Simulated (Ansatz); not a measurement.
The cell below belongs to a search over invented structures; it isn't taken from experiment.

Input and command of a plane-wave DFT calculation in Ansatz:

```yaml
crystal:
  lattice:
    - [5.6709331918, 0.0, 0.0]
    - [0.0, 5.6730762683, 0.0]
    - [0.0, 0.0, 5.7638131333]
  atoms:
    - { symbol: Sn, position: [0.75, 0.0, 0.8063043843] }
    - { symbol: Sn, position: [0.25, 0.0, 0.1936956157] }
    - { symbol: Pb, position: [0.75, 0.5, 0.2203571526] }
    - { symbol: Pb, position: [0.25, 0.5, 0.7796428474] }
    - { symbol: O, position: [0.5, 0.2410818179, 0.0] }
    - { symbol: O, position: [0.0, 0.2410818179, 0.0] }
    - { symbol: O, position: [0.0, 0.7589181821, 0.0] }
    - { symbol: O, position: [0.5, 0.7589181821, 0.0] }
basis:
  ecutwfc: 420
kpoints:
  mp_grid: { grid: [6, 6, 6] }
hamiltonian:
  xc: pbe
scf:
  occupations: { method: gaussian, width: 0.02 }
output:
  forces: true
  stress: true
  eigenvalues: true
relax:
  adjacent_minimum: "off"
  f_tol: 0.01
  max_steps: 30
  cell: { stress_tol: 0.1, fix: [volume] }
```

```bash
ansatz run input.yaml --threads 1 --pin off --max-ram 2560MiB --backend cpu --events-out ev --progress --plain --runs-dir out
```

Processor: AMD EPYC 7R43 64-Core Processor (Zen 3), 1 thread, on a host shared with other jobs.

Estimate time, memory and problem size.

About 4.4 min, peak memory 0.75 GiB. It solves 48 bands at 64 k points (after reduction by symmetry) with about 3639 plane waves, in 51 SCF iterations over 8 ionic steps.
